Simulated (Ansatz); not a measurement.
The relaxed structure here is a generated cell of HgS: the first start was made by placing the elements on the sites of a structure type, and the end was not matched to a known phase here, so it may be hypothetical. Known forms of HgS include space group No. 154, 216.

A structure of HgS relaxed with PBEsol (plane waves to 420 eV, PAW, scalar-relativistic; Ansatz, a quantum-chemistry and plane-wave program); single points at other levels follow on the same geometry (Ansatz, PAW; PBEsol+SOC at 420 eV on a 9×9×9 k-mesh; spin-orbit coupling only where +SOC is written). Space group R3m (No. 160).

```cif
data_Hg9S9
_chemical_formula_sum 'S9 Hg9'
_space_group_name_H-M_alt 'R3m :H'
_space_group_IT_number 160
_space_group_name_Hall 'R 3 -2"'
_cell_length_a 4.15669
_cell_length_b 4.15669
_cell_length_c 30.51402
_cell_angle_alpha 90.000
_cell_angle_beta 90.000
_cell_angle_gamma 120.000
loop_
_atom_site_label
_atom_site_type_symbol
_atom_site_symmetry_multiplicity
_atom_site_Wyckoff_symbol
_atom_site_fract_x
_atom_site_fract_y
_atom_site_fract_z
_atom_site_occupancy
S1 S 3 a 0.00000 0.00000 0.00005 1
S2 S 3 a 0.00000 0.00000 0.77791 1
S3 S 3 a 0.00000 0.00000 0.22238 1
Hg1 Hg 3 a 0.00000 0.00000 0.91656 1
Hg2 Hg 3 a 0.00000 0.00000 0.69430 1
Hg3 Hg 3 a 0.00000 0.00000 0.13879 1
```
(The calculation used a cell of 6 atoms; values per cell refer to that cell.)

| level | gap (eV) | kind | conduction minimum |
|---|---|---|---|
| PBEsol | 0.00 | – | – |
| PBEsol+SOC | (withheld) | (withheld) | (withheld) |

Question: Complete the blanks.

Answer: 
- PBEsol+SOC, gap (eV): 0.05
- PBEsol+SOC, kind: indirect
- PBEsol+SOC, conduction minimum: Γ

The shift from spin-orbit coupling is approximate. No spin polarisation in the result.

The run could not lose the symmetry of its start; a randomly shaken copy of 12 atoms returns to this structure.
